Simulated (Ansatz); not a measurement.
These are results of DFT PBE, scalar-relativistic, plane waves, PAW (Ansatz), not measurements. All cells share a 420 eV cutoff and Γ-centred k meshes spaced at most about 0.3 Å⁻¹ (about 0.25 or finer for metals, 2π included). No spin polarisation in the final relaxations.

Temperature and zero-point effects are left out.

Two forms of GaGeO were relaxed alike.

A.

```
Ga Ge O
1.0
     2.88763    0.00000    0.00000
     0.00000    2.88763    0.00000
     0.00000    0.00000    5.44428
Ga Ge O
1 1 1
Direct
  0.50000 0.50000 0.00000
  0.50000 0.50000 0.50000
  0.00000 0.00000 0.00000
```

B.

```
Ga Ge O
1.0
     4.62012    0.00000    0.00000
     0.00000    4.62012    0.00000
     0.00000    0.00000    4.78837
Ga Ge O
2 2 2
Direct
  0.00000 0.00000 0.00000
  0.50000 0.50000 0.00000
  0.00000 0.50000 0.71566
  0.50000 0.00000 0.28434
  0.00000 0.50000 0.35243
  0.50000 0.00000 0.64757
```

**Question.** Which form is favoured at zero pressure, and by what margin per atom?

**Answer.** A is lower, by 117 meV/atom. A has space group P4/mmm (No. 123), 15.1 Å³/atom and no gap on its mesh; B has space group P4/nmm (No. 129), 17.0 Å³/atom and no gap. The shortest distance is 2.04 Å (Ga–O) in A and 1.74 Å (Ge–O) in B. The denser one is the lower, and pressure would at first widen the difference. In A, Ga has 4 O at 2.04 Å and 2 Ge at 2.72 Å; Ge has 2 Ga at 2.72 Å and 4 Ge at 2.89 Å; O has 4 Ga at 2.04 Å. In B, around Ga lie 4 Ge at 2.68 Å, 4 O at 2.86 Å and 4 Ga at 3.27 Å; around Ge lie 1 O at 1.74 Å and 4 Ga at 2.68 Å; O has 1 Ge at 1.74 Å and 4 Ga at 2.86 Å. Both come from invented guesses.

No dispersion correction is applied, so the spacing and binding between layers, chains or molecules are poorly described (P4/nmm), and this can change margins and order among such cells. In P4/mmm an odd number of electrons in the primitive cell allows no gap without spin; a larger cell or a magnetic state could open one. Cells relaxed within their symmetry can be saddle points.
